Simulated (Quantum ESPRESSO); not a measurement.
Kohn-Sham bands of TlI (Cmcm)

```yaml
crystal:
  lattice:
    - [4.67549, 0.00000, 0.00000]
    - [0.00000, 0.00000, -5.24366]
    - [-2.33774, 6.54408, 0.00000]
  atoms:
    - { symbol: Tl, position: [0.60846, 0.25000, 0.21692] }
    - { symbol: Tl, position: [0.39154, 0.75000, 0.78308] }
    - { symbol: I, position: [0.86399, 0.25000, 0.72798] }
    - { symbol: I, position: [0.13601, 0.75000, 0.27202] }
```

Structure: Materials Project mp-22858, symmetrised, not relaxed again. COD (Crystallography Open Database) has the formula in 2 space groups, this one among them (matched by group alone). Computed values, not measurements, from PBEsol: Quantum ESPRESSO (norm-conserving PseudoDojo potentials, cutoff 56 Ry, spinors with spin-orbit coupling) on a Γ-centred 6×4×6 mesh, then Wannier90. Density: 8×6×8 mesh, cold smearing 0.01 Ry.

Energies are relative to the valence-band maximum; weights are on the orthonormalised atomic waves of the pseudopotential files, averaged over the group. 40 electrons a cell are treated as valence.

| bands | from (eV) | to (eV) | filling | weight on atomic waves |
|---|---|---|---|---|
| 1–12 | -11.80 | -11.12 | filled | ___ |
| 13–24 | -9.30 | -9.15 | filled | ___ |
| 25–28 | -5.57 | -4.04 | filled | ___ |
| 29–40 | -2.97 | 0.00 | filled | ___ |

**Question.** Which atomic shells make up each group?

**Answer.** 
- 1–12, weight on atomic waves: Tl 5d 67 %, I 5s 29 %
- 13–24, weight on atomic waves: Tl 5d 99 %
- 25–28, weight on atomic waves: Tl 6s 73 %, I 5p 20 %, Tl 6p 5 %
- 29–40, weight on atomic waves: I 5p 79 %, Tl 6p 13 %, Tl 6s 7 %

The Kohn-Sham gap over both meshes and the path is 1.56 eV.
